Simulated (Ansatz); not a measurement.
Relaxed-ion elastic tensor of ScAl3N4 in space group P-6m2 (No. 187; Pearson symbol hP8) in GPa (Voigt order), DFT-r²SCAN in the program Ansatz with PAW potentials; density 3.53 g/cm³, 10.71 Å³ per atom.

|  | 1 | 2 | 3 | 4 | 5 | 6 |
|---|---|---|---|---|---|---|
| 1 | 302 | 180 | 131 | 0.0 | 0.0 | 0.0 |
| 2 | 180 | 302 | 131 | 0.0 | 0.0 | 0.0 |
| 3 | 131 | 131 | 337 | 0.0 | 0.0 | 0.0 |
| 4 | 0.0 | 0.0 | 0.0 | 190 | 0.0 | 0.0 |
| 5 | 0.0 | 0.0 | 0.0 | 0.0 | 190 | 0.0 |
| 6 | 0.0 | 0.0 | 0.0 | 0.0 | 0.0 | 60.9 |

Problem. Is the crystal mechanically stable?

Solution. Yes: the smallest eigenvalue of C is 60.9 GPa.

Problem. Work out the Voigt, Reuss and Hill averages.

Solution. K_V = 203, K_R = 203, K_H = 203; G_V = 121, G_R = 94.6, G_H = 108 GPa.

Problem. Give Young's modulus, Poisson's ratio, Pugh's ratio and the universal anisotropy index.

Solution. E = 9KG/(3K + G) = 275 GPa; ν = 0.27; K/G = 1.88 (ductile by the Pugh limit of 1.75); A_U = 5G_V/G_R + K_V/K_R − 6 = 1.42.

Problem. Estimate the sound speeds and the Debye temperature.

Solution. v_l = √((K + 4G/3)/ρ) = 9920 m/s, v_t = √(G/ρ) = 5530 m/s, mean 6160 m/s; Θ = (h/k)(3n/4πV)^(1/3) v_m = 832 K.

Problem. Solve the Christoffel equation for the three sound speeds along x, y, z.

Solution. Eigenvalues of C_ijkl n_j n_l equal ρv² (piezoelectric stiffening left out). In km/s, slowest first: x 4.16, 7.34, 9.26; y 4.16, 7.34, 9.26; z 7.34, 7.34, 9.78.

Problem. How much does each axis shrink under pressure?

Solution. Linear compressibilities β_i = Σ_j S_ij (j = 1 to 3): x 1.6, y 1.6, z 1.7 per TPa.

The start of the workflow was typed in or built on a structure type; neither database checked (COD, Materials Project) lists it. Whether it is the stable phase at ambient conditions was not checked. The r²SCAN relaxation kept the symmetry of its start; its stability against distortions is not shown here. The run is not spin-polarised.

Potentials: the earlier of the program's two PAW sets.
